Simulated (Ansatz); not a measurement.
One slab under several functionals: bcc Fe (110), 1 layer

All-electron LAPW in Ansatz 0.2.0, scalar-relativistic, no spin–orbit coupling; ferromagnetic start. Each functional has its own bulk lattice constant and relaxed 1×1 slab, with 16 to 20 Å of vacuum and a dipole correction.

| functional | area (Å²) | γ (J/m²) | Φ (eV) |
| --- | --- | --- | --- |
| PBEsol | 5.50 | 2.81 | ? |
| PBE | 5.67 | 2.38 | ? |

Problem. Fill in "Φ (eV)" for the row "PBE".

Solution. 4.52.

Problem. Fill in "Φ (eV)" for the row "PBEsol".

Solution. 4.73.
